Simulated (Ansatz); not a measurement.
**Property card for In3Sb**

These are results of Ansatz 0.2.0, DFT PBEsol+D3(BJ), scalar-relativistic, plane waves, PAW, not measurements.

Settings: cutoff 420 eV, Γ-centred mesh 10×10×10 on the computed 4-atom cell, Gaussian smearing of 0.10 eV; no spin polarisation.

The structure is relaxed at this level of theory with its symmetry kept. Whether it is the stable form of this composition wasn't checked.

```xyz
4
Lattice="4.6402 0.0000 0.0000 0.0000 4.6402 0.0000 0.0000 0.0000 4.6402" Properties=species:S:1:pos:R:3 pbc="T T T"
In    2.3201    2.3201    0.0000
In    2.3201    0.0000    2.3201
In    0.0000    2.3201    2.3201
Sb    0.0000    0.0000    0.0000
```

```
Space group                                       : Pm-3m (No. 221)
Volume per atom                                   : 24.98 Å³
Kohn–Sham band gap                                : none (metal)
Density of states at the Fermi level              : 1.85 states/eV per cell
Löwdin character within 0.5 eV of the Fermi level : In 5p 36 %, Sb 5p 32 %, In 5s 27 %
Bulk modulus                                      : 53 GPa
Its pressure derivative                           : 5.0
Bader charges (e)                                 : In (3 in the cell) 0.13, Sb (1 in the cell) -0.38
```

Spin-orbit coupling is left out, which matters for the bands of heavy elements.

Cost: 9 runs of about 2.1 core-minutes in all, on Intel Xeon Platinum 8488C (Sapphire Rapids) (shared hosts).